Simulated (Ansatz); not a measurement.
Cr:
```
CELL_PARAMETERS angstrom
     -1.40709     1.40709     1.40709
      1.40709    -1.40709     1.40709
      1.40709     1.40709    -1.40709
ATOMIC_POSITIONS crystal
  Cr 0.00000 0.00000 0.00000
```

Relaxed with PBEsol.

### Question
Which orbitals make up the states near the Fermi level in DFT-PBEsol in the program Ansatz with PAW potentials?

### Answer
Within 0.5 eV of the Fermi level: Cr 3d 93 %. Projections are on Löwdin-orthogonalised atomic valence shells; empty p or d shells of many metals are not among them.

### Question
Tabulate the density of states.

### Answer
States/eV per cell of 1 atom, in 0.25 eV bins, energy from the Fermi level.

```
E (eV)  total  Cr 3d  Cr 4s  Cr 3p
------  -----  -----  -----  -----
-7.85    0.03   0.00   0.02   0.00
-7.60    0.04   0.00   0.04   0.00
-7.35    0.05   0.00   0.05   0.00
-7.10    0.06   0.00   0.06   0.00
-6.85    0.07   0.00   0.07   0.00
-6.60    0.09   0.00   0.08   0.00
-6.35    0.10   0.01   0.09   0.00
-6.10    0.11   0.01   0.10   0.00
-5.85    0.13   0.02   0.10   0.00
-5.60    0.15   0.03   0.11   0.00
-5.35    0.17   0.04   0.12   0.01
-5.10    0.21   0.07   0.14   0.01
-4.85    0.28   0.12   0.15   0.01
-4.60    0.69   0.49   0.18   0.01
-4.35    0.93   0.74   0.17   0.01
-4.10    1.06   0.89   0.15   0.01
-3.85    1.29   1.14   0.13   0.02
-3.60    1.53   1.38   0.12   0.02
-3.35    0.99   0.92   0.05   0.01
-3.10    0.74   0.70   0.02   0.01
-2.85    0.51   0.49   0.01   0.01
-2.60    2.24   2.19   0.01   0.02
-2.35    1.86   1.81   0.02   0.01
-2.10    1.55   1.48   0.04   0.01
-1.85    1.55   1.44   0.07   0.01
-1.60    1.96   1.76   0.14   0.02
-1.35    1.98   1.75   0.17   0.02
-1.10    1.40   1.26   0.09   0.01
-0.85    0.63   0.53   0.06   0.01
-0.60    0.53   0.44   0.05   0.00
-0.35    0.53   0.46   0.04   0.00
-0.10    0.60   0.53   0.03   0.00
0.15     0.78   0.73   0.02   0.00
0.40     1.28   1.24   0.02   0.00
0.65     1.65   1.61   0.02   0.00
0.90     2.09   2.06   0.01   0.00
1.15     2.39   2.37   0.01   0.00
1.40     2.52   2.49   0.02   0.00
1.65     2.96   2.87   0.07   0.00
1.90     1.46   1.35   0.09   0.00
2.15     1.17   1.05   0.10   0.00
2.40     1.08   0.96   0.10   0.00
2.65     0.85   0.73   0.10   0.00
2.90     0.43   0.30   0.11   0.00
3.15     0.34   0.19   0.12   0.00
3.40     0.32   0.15   0.13   0.00
3.65     0.30   0.13   0.13   0.00
3.90     0.30   0.11   0.13   0.00
4.15     0.29   0.09   0.13   0.00
4.40     0.28   0.08   0.13   0.00
4.65     0.27   0.07   0.13   0.00
```

Space group Im-3m (bcc (W type)). The PBEsol relaxation kept the symmetry of its start. The workflow began spin-polarised and lost its moments. Textbook magnetic order: a spin-density-wave antiferromagnet.

Potentials: the later of the program's two PAW sets.
